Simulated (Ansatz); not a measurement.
Input file for Ansatz (an electronic-structure program):

Ansatz 0.2 input:
```yaml
crystal:
  lattice:
    - [-3.1009196524, 3.1009196524, 6.132549026]
    - [3.1009196524, -3.1009196524, 6.132549026]
    - [3.1009196524, 3.1009196524, -6.132549026]
  atoms:
    - { symbol: Cs, position: [0.75, 0.75, 0.0] }
    - { symbol: Cs, position: [0.25, 0.25, 0.0] }
    - { symbol: Cu, position: [0.5, 0.0, 0.5] }
    - { symbol: Cu, position: [0.0, 0.5, 0.5] }
    - { symbol: F, position: [0.4589490095, 0.2420084513, 0.5] }
    - { symbol: F, position: [0.5410509905, 0.7579915487, 0.5] }
    - { symbol: F, position: [0.7420084513, 0.9589490095, 0.5] }
    - { symbol: F, position: [0.2579915487, 0.0410509905, 0.5] }
    - { symbol: F, position: [0.2420084513, 0.7420084513, 0.7830594418] }
    - { symbol: F, position: [0.7579915487, 0.2579915487, 0.2169405582] }
    - { symbol: F, position: [0.9589490095, 0.4589490095, 0.2169405582] }
    - { symbol: F, position: [0.0410509905, 0.5410509905, 0.7830594418] }
kpoints:
  mp_grid: { grid: [5, 5, 5] }
  band_path:
    path:
      - [[0.0, 0.0, 0.0], [0.0, 0.0, 0.5], [0.25, 0.25, 0.25], [0.0, 0.5, 0.0], [0.0, 0.0, 0.0], [0.5, 0.5, -0.5], [0.3139203255, 0.6860796745, -0.3139203255]]  # Γ-X-P-N-Γ-M-S
      - [[-0.3139203255, 0.3139203255, 0.3139203255], [0.0, 0.0, 0.0]]  # S_0-Γ
      - [[0.0, 0.0, 0.5], [-0.127840651, 0.127840651, 0.5]]  # X-R
      - [[0.5, 0.5, -0.127840651], [0.5, 0.5, -0.5]]  # G-M
      - [VBM, CBM]
    npoints: 8
hamiltonian:
  xc: r2scan
  pseudopotentials: { kind: paw }
magnetization: { noncollinear: true, spin_orbit: true }
scf:
  n_extra_bands: 24
  convergence: { dr2_threshold: 0.0000000001 }
  occupations: { method: gaussian, width: 0.01 }
checkpoint: { write: soc.run }
output: { eigenvalues: true }
```

Output (shortened):

```
Pseudopotential: Cs, paw_fr, valence charge 9
Pseudopotential: Cu, paw_fr, valence charge 19
Pseudopotential: F, paw_fr, valence charge 7
Functional definition: r2SCAN
non-collinear run that drives no moment, with spin-orbit …
Crystal: 12 atoms, lattice volume = 235.875 Å³
Basis set: ecut = 500 eV, 5967 PW (Γ), exchange–correlation on 240×240×240 points (64 copies of the dense FFT grid, shifted against one another)
Bands: 136, of which v1, the nominal top of the filled ones, is band 112 counted from 1 (111 counted from 0)
Symmetry: 16 space group operations + 16 with time reversal
k-points: 18 of 125
Projection manifold: j_resolved (fully-relativistic pseudo-atomic orbitals)
SCF iter   1: F=—  HF=-31092.680024 eV  |F-HF|=—  |Δ(HF+E_count)|=         —  Δρ=1.45e-1  dr2=3.46e1  dr2_τ=6.82e-2  dr2_m=0.00e0 (ungated)  ethr=3.10e-3  |M|=0.00e0 ∫|m|=0.00e0 μB  |m|>n=0.0e0 m-floor=0.0e0 τ_xc=0.0e0  β_m=0.30  ⟨swp⟩=8.2  Hψ=6223  notcnv=0  defer=142
preconditioner: auto → Resta (q_TF=auto, 2.410 Å⁻¹)
spin=Noncollinear: Resta preconditioning applied to the charge; magnetization (m_x, m_y, m_z) channels mix plain (no charge-response kernel on spin).
SCF iter   2: F=—  HF=-31086.177687 eV  |F-HF|=—  |Δ(HF+E_count)|=    6.50e0  Δρ=5.52e-2  dr2=5.59e0  dr2_τ=1.20e-1  dr2_m=0.00e0 (ungated)  ethr=3.10e-3  |M|=0.00e0 ∫|m|=0.00e0 μB  |m|>n=0.0e0 m-floor=0.0e0 τ_xc=0.0e0  β_m=0.30  ⟨swp⟩=3.0  Hψ=2502  notcnv=0  defer=360
SCF iter   3: F=—  HF=-31085.725865 eV  |F-HF|=—  |Δ(HF+E_count)|=   4.52e-1  Δρ=3.38e-2  dr2=2.73e0  dr2_τ=1.86e-2  dr2_m=0.00e0 (ungated)  ethr=3.10e-3  |M|=0.00e0 ∫|m|=0.00e0 μB  |m|>n=0.0e0 m-floor=0.0e0 τ_xc=0.0e0  β_m=0.52  ⟨swp⟩=2.1  Hψ=2035  notcnv=0  defer=360
SCF iter   4: F=—  HF=-31085.652126 eV  |F-HF|=—  |Δ(HF+E_count)|=   7.37e-2  Δρ=2.25e-2  dr2=1.09e0  dr2_τ=3.58e-3  dr2_m=0.00e0 (ungated)  ethr=2.44e-3  |M|=0.00e0 ∫|m|=0.00e0 μB  |m|>n=0.0e0 m-floor=0.0e0 τ_xc=0.0e0  β_m=0.57  ⟨swp⟩=2.1  Hψ=2148  notcnv=0  defer=360
SCF iter   5: F=—  HF=-31085.459046 eV  |F-HF|=—  |Δ(HF+E_count)|=   1.93e-1  Δρ=4.36e-3  dr2=5.60e-2  dr2_τ=5.49e-4  dr2_m=0.00e0 (ungated)  ethr=9.76e-4  |M|=0.00e0 ∫|m|=0.00e0 μB  |m|>n=0.0e0 m-floor=0.0e0 τ_xc=0.0e0  β_m=0.69  ⟨swp⟩=2.1  Hψ=2038  notcnv=0  defer=360
SCF iter   6: F=—  HF=-31085.467584 eV  |F-HF|=—  |Δ(HF+E_count)|=   8.54e-3  Δρ=3.38e-3  dr2=2.13e-2  dr2_τ=7.68e-5  dr2_m=0.00e0 (ungated)  ethr=5.00e-5  |M|=0.00e0 ∫|m|=0.00e0 μB  |m|>n=0.0e0 m-floor=0.0e0 τ_xc=0.0e0  β_m=0.84  ⟨swp⟩=2.0  Hψ=2146  notcnv=0  defer=360
SCF iter   7: F=—  HF=-31085.470766 eV  |F-HF|=—  |Δ(HF+E_count)|=   3.18e-3  Δρ=5.07e-4  dr2=1.14e-3  dr2_τ=1.29e-5  dr2_m=0.00e0 (ungated)  ethr=1.90e-5  |M|=0.00e0 ∫|m|=0.00e0 μB  |m|>n=0.0e0 m-floor=0.0e0 τ_xc=0.0e0  β_m=0.84  ⟨swp⟩=2.0  Hψ=1686  notcnv=0  defer=360
SCF iter   8: F=—  HF=-31085.470976 eV  |F-HF|=—  |Δ(HF+E_count)|=   2.10e-4  Δρ=2.27e-4  dr2=1.54e-4  dr2_τ=5.94e-7  dr2_m=0.00e0 (ungated)  ethr=1.02e-6  |M|=0.00e0 ∫|m|=0.00e0 μB  |m|>n=0.0e0 m-floor=0.0e0 τ_xc=0.0e0  β_m=0.92  ⟨swp⟩=2.0  Hψ=1800  notcnv=0  defer=360
SCF iter  15: F=-31085.470936 eV  HF=-31085.470936 eV  |F-HF|=1.82e-11  |Δ(HF+E_count)|=  2.18e-11  Δρ=3.21e-8  dr2=2.88e-12  dr2_τ=5.36e-14  dr2_m=0.00e0 (ungated)  ethr=1.00e-12  |M|=0.00e0 ∫|m|=0.00e0 μB  |m|>n=0.0e0 m-floor=0.0e0 τ_xc=0.0e0  ⟨swp⟩=2.1  Hψ=2306  notcnv=0
SCF 1 converged in 15 iterations: F = -31085.470936 eV  dr2 = 2.88e-12
NSCF: frozen V_eff on 30 k-points
NSCF: frozen V_eff on 30 k-points
NSCF: frozen V_eff on 30 k-points
NSCF: frozen V_eff on 2 k-points
NSCF: frozen V_eff on 5 k-points
NSCF: frozen V_eff on 4 k-points
NSCF: frozen V_eff on 85 k-points
SCF converged after 15 iterations
Magnetization: |M| = 0.0000 μB,  M = (+0.0000, +0.0000, +0.0000) μB
Absolute magnetization: 0.0000 μB (∫|m|)
  site 0: m = (+0.0000, +0.0000, +0.0000) μB, |m| = 0.0000 μB  (R = 1.24 Å)
  site 1: m = (+0.0000, +0.0000, +0.0000) μB, |m| = 0.0000 μB  (R = 1.24 Å)
  site 2: m = (+0.0000, +0.0000, +0.0000) μB, |m| = 0.0000 μB  (R = 0.72 Å)
  site 3: m = (+0.0000, +0.0000, +0.0000) μB, |m| = 0.0000 μB  (R = 0.72 Å)
  site 4: m = (+0.0000, +0.0000, +0.0000) μB, |m| = 0.0000 μB  (R = 0.72 Å)
  site 5: m = (+0.0000, +0.0000, +0.0000) μB, |m| = 0.0000 μB  (R = 0.72 Å)
  site 6: m = (+0.0000, +0.0000, +0.0000) μB, |m| = 0.0000 μB  (R = 0.72 Å)
  site 7: m = (+0.0000, +0.0000, +0.0000) μB, |m| = 0.0000 μB  (R = 0.72 Å)
  site 8: m = (+0.0000, +0.0000, +0.0000) μB, |m| = 0.0000 μB  (R = 0.72 Å)
  site 9: m = (+0.0000, +0.0000, +0.0000) μB, |m| = 0.0000 μB  (R = 0.72 Å)
  site 10: m = (+0.0000, +0.0000, +0.0000) μB, |m| = 0.0000 μB  (R = 0.72 Å)
  site 11: m = (+0.0000, +0.0000, +0.0000) μB, |m| = 0.0000 μB  (R = 0.72 Å)
Free energy (F): -31085.470936 eV
Harris-Foulkes:  -31085.470936 eV  (|F-HF|=1.82e-11)
Internal energy: -31085.470936 eV  (E = F + TS)
E sigma→0 (E₀):  -31085.470936 eV
Fermi energy:    1.436052 eV
--- Per-component energies (eV) ---
  E_band       = -1880.546835
  E_kinetic    = 2532.570554
  E_local      = -20953.116510  (includes V_loc(G=0)·N_el)
  E_nonlocal   = 1396.817008
  E_hartree    = 9000.380629
  E_xc         = -1125.295451
  E_vxc        = -1453.120285  (∫ρ·V_xc dr)
  E_paw        = -15098.848712  (= ΣΔE_a)
  E_vpaw       = -1504.816515  (= ΣTr[D̂ρ^β])
  E_aug_tail   = 0.008591  (compensation charges beyond the density's cutoff)
  E_vtau       = 100.349095  (kinetic-family band-sum trace: ∫τ·v_τ [+ j·A + Jᵃ·Aᵃ] dr)
  E_ewald      = -6837.229644
  E_core_change = -0.757401  (= ΣΔE_core)
  E_smearing   =  0.000000  (= −TS)
  E_closure    =  0.000000  (closes the sum)
  Σ components = -31085.470936   (vs F -31085.470936, Δ=0.00e0)
  [band-id]    e_kinetic+e_local+e_nonlocal+2·e_hartree+e_vxc+e_vpaw+e_augmentation_tail+e_vtau = -1880.546802   (vs E_band -1880.546835, Δ=3.30e-5)
--- Band table (eV; the first three rows and the last of 18) ---
  k-point 0: bands = ["-115.6758", "-115.6758", "-115.6758", "-115.6758", "-73.3222", "-73.3222", "-73.3222", "-73.3222", "-71.0314", "-71.0314", "-71.0314", "-71.0314", "-70.0834", "-70.0834", "-70.0834", "-70.0834", "-21.7679", "-21.7679", "-21.6627", …
  k-point 1: bands = ["-115.6758", "-115.6758", "-115.6758", "-115.6758", "-73.3222", "-73.3222", "-73.3222", "-73.3222", "-71.0315", "-71.0315", "-71.0315", "-71.0315", "-70.0834", "-70.0834", "-70.0834", "-70.0834", "-21.7485", "-21.7485", "-21.6768", …
  k-point 2: bands = ["-115.6758", "-115.6758", "-115.6758", "-115.6758", "-73.3222", "-73.3222", "-73.3222", "-73.3222", "-71.0315", "-71.0315", "-71.0314", "-71.0314", "-70.0834", "-70.0834", "-70.0834", "-70.0834", "-21.7150", "-21.7150", "-21.6985", …
  k-point 17: bands = ["-115.6758", "-115.6758", "-115.6758", "-115.6758", "-73.3222", "-73.3222", "-73.3222", "-73.3222", "-71.0314", "-71.0314", "-71.0314", "-71.0314", "-70.0834", "-70.0834", "-70.0834", "-70.0834", "-21.7371", "-21.7371", "-21.6744", …
```

Cost: very roughly 29 core-minutes on shared cores.

Space group I4/mcm. The first step of the workflow began from a Materials Project structure, measured or hypothetical; the Crystallography Open Database copy checked does not list it. Its standing as an ambient phase is unchecked. Symmetry was held in the r²SCAN relaxation; whether a distortion lowers the energy is not shown. The run is not spin-polarised. No Hubbard U is applied.

Potentials: the later of the program's two PAW sets.

Ansatz is a plane-wave DFT program.
